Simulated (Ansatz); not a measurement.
Relaxed-ion elastic tensor of Sc (hcp (Mg type), P6_3/mmc) in GPa (Voigt order), plane-wave PAW PBEsol (Ansatz code); density 3.16 g/cm³, 23.63 Å³ per atom.

```json
[
 {"": "1", "1": "105", "2": "39.4", "3": "30.6", "4": "0.0", "5": "0.0", "6": "0.0"},
 {"": "2", "1": "39.4", "2": "105", "3": "30.6", "4": "0.0", "5": "0.0", "6": "0.0"},
 {"": "3", "1": "30.6", "2": "30.6", "3": "105", "4": "0.0", "5": "0.0", "6": "0.0"},
 {"": "4", "1": "0.0", "2": "0.0", "3": "0.0", "4": "32.7", "5": "0.0", "6": "0.0"},
 {"": "5", "1": "0.0", "2": "0.0", "3": "0.0", "4": "0.0", "5": "32.7", "6": "0.0"},
 {"": "6", "1": "0.0", "2": "0.0", "3": "0.0", "4": "0.0", "5": "0.0", "6": "32.7"}
]
```

Task: Is the crystal mechanically stable?

Result: Yes: the smallest eigenvalue of C is 32.7 GPa.

Task: Work out the Voigt, Reuss and Hill averages.

Result: K_V = 57.3, K_R = 57.3, K_H = 57.3; G_V = 33.9, G_R = 33.7, G_H = 33.8 GPa.

Task: Give Young's modulus, Poisson's ratio, Pugh's ratio and the universal anisotropy index.

Result: E = 9KG/(3K + G) = 84.8 GPa; ν = 0.25; K/G = 1.69 (near the Pugh limit of 1.75, no verdict); A_U = 5G_V/G_R + K_V/K_R − 6 = 0.03.

Task: Estimate the sound speeds and the Debye temperature.

Result: v_l = √((K + 4G/3)/ρ) = 5690 m/s, v_t = √(G/ρ) = 3270 m/s, mean 3630 m/s; Θ = (h/k)(3n/4πV)^(1/3) v_m = 377 K.

Task: How much does each axis shrink under pressure?

Result: Linear compressibilities β_i = Σ_j S_ij (j = 1 to 3): x 5.6, y 5.6, z 6.2 per TPa.

Symmetry was held in the PBEsol relaxation. No spin polarisation was allowed. As this level gives no gap, shear constants depend on the k-mesh and smearing (Fermi–Dirac, 0.1 eV here). On the denser mesh and wider smearing of the elastic run this cell carries a stress of 0.4 GPa.

Potentials: the later of the program's two PAW sets.
